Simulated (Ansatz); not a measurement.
The relaxed structure here is a generated cell of BaS3: the first start was made by a random draw of sites in a space group, and the end was not matched to a known phase here, so it may be hypothetical. Known forms of BaS3 include space group No. 113.

The end point of a relaxation of BaS$_{3}$. All values below come from r2SCAN (plane waves to 500 eV, PAW, scalar-relativistic; Ansatz, an electronic-structure program).

```cif
data_Ba2S6
_chemical_formula_sum 'Ba2 S6'
_space_group_name_H-M_alt 'P 1'
_space_group_IT_number 1
_cell_length_a 6.16360
_cell_length_b 6.16360
_cell_length_c 7.16561
_cell_angle_alpha 90.000
_cell_angle_beta 90.000
_cell_angle_gamma 90.000
loop_
_space_group_symop_operation_xyz
  'x, y, z'
loop_
_atom_site_label
_atom_site_type_symbol
_atom_site_fract_x
_atom_site_fract_y
_atom_site_fract_z
_atom_site_occupancy
Ba1 Ba 0.00000 0.00000 0.00000 1
Ba2 Ba 0.50000 0.50000 0.50000 1
S1 S 0.00000 0.00000 0.50000 1
S2 S 0.50000 0.50000 0.00000 1
S3 S 0.75000 0.75000 0.75000 1
S4 S 0.25000 0.25000 0.75000 1
S5 S 0.75000 0.25000 0.25000 1
S6 S 0.25000 0.75000 0.25000 1
```

### Question
Find the space group and the Wyckoff positions (tolerance 0.01 Å).

### Answer
Space group P4₂/nnm, origin choice 1 (No. 134); a = b = 6.164 Å, c = 7.166 Å, α = β = γ = 90.00°

| atom | site | symmetry | x | y | z |
|---|---|---|---|---|---|
| Ba | 2a | -42m | 0.0000 | 0.0000 | 0.0000 |
| S | 2b | -42m | 0.0000 | 0.0000 | 0.5000 |
| S | 4f | ..2/m | 0.7500 | 0.7500 | 0.7500 |

### Question
Give the shortest distances between elements (the closest pairs, up to four, under 3.6 Å).

### Answer
Ba–S 2.82 Å; S–S 2.82 Å.

The volume per atom comes out as 34.03 Å³ and the density is 2.85 g/cm³. The band gap comes out as no gap (metallic).

No spin polarisation in the result.

The run could not lose the symmetry of its start: the end is stationary, and may be a saddle point rather than a minimum.

All atoms sit on sites fixed by symmetry, so only the cell could relax.
